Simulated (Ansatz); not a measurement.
# Mg (hcp): a workflow

**What was measured.** A cell as deposited of hexagonal Mg (space group P6_3/mmc), temperature not stated, from the Crystallography Open Database (1963), has a, c = 3.209, 5.210 Å and 23.24 Å³/atom.

Level of theory: DFT, PBE, scalar-relativistic, no spin polarisation; plane waves to 420 eV with PAW datasets (Ansatz 0.2.0), 16×16×8 k-mesh, Gaussian smearing of 0.05 eV. The datasets are Ansatz's generated set soft_2.

The start, 0 % over the database's volume:

```cif
data_structure
_symmetry_space_group_name_H-M 'P 1'
_symmetry_Int_Tables_number 1
_cell_length_a 3.2100
_cell_length_b 3.2100
_cell_length_c 5.2130
_cell_angle_alpha 90.000
_cell_angle_beta 90.000
_cell_angle_gamma 120.000
_cell_volume 46.52
loop_
_atom_site_label
_atom_site_type_symbol
_atom_site_fract_x
_atom_site_fract_y
_atom_site_fract_z
_atom_site_occupancy
Mg1 Mg 0.33333 0.66667 0.75000 1
Mg2 Mg 0.66667 0.33333 0.25000 1
```

The steps in volume:

```csv
run,level,k-mesh,kind,V (Å³/atom),P (GPa),E − E(final) (meV/atom),gap on the mesh (eV)
1,PBE,16×16×8,cell and atoms relaxed,22.95,0.0,0.0,metal
```

Cell and atoms are those of this level's equilibrium.

The final structure (symmetry read at 0.01 Å). It takes space group P6_3/mmc (No. 194, hexagonal). Conventional cell: a = 3.205 Å, b = 3.205 Å, c = 5.159 Å, α = 90.00°, β = 90.00°, γ = 120.00°. Mg (site symmetry -6m2) is surrounded by 12 Mg at 3.17 to 3.21 Å. (Neighbours are counted to 15 % beyond the shortest distance.)

- At the final geometry the gap, band path included, is zero (metallic).

**Against experiment.** PBE gives 3.205, 5.159 Å and 22.95 Å³/atom, −1.2 % in volume (−0.4 % in length) from the database's cell. The axes miss by −0.1 %, −1.0 %. PBE more often overestimates volumes; a smaller cell is partly the thermal expansion and zero-point motion that the static lattice lacks.
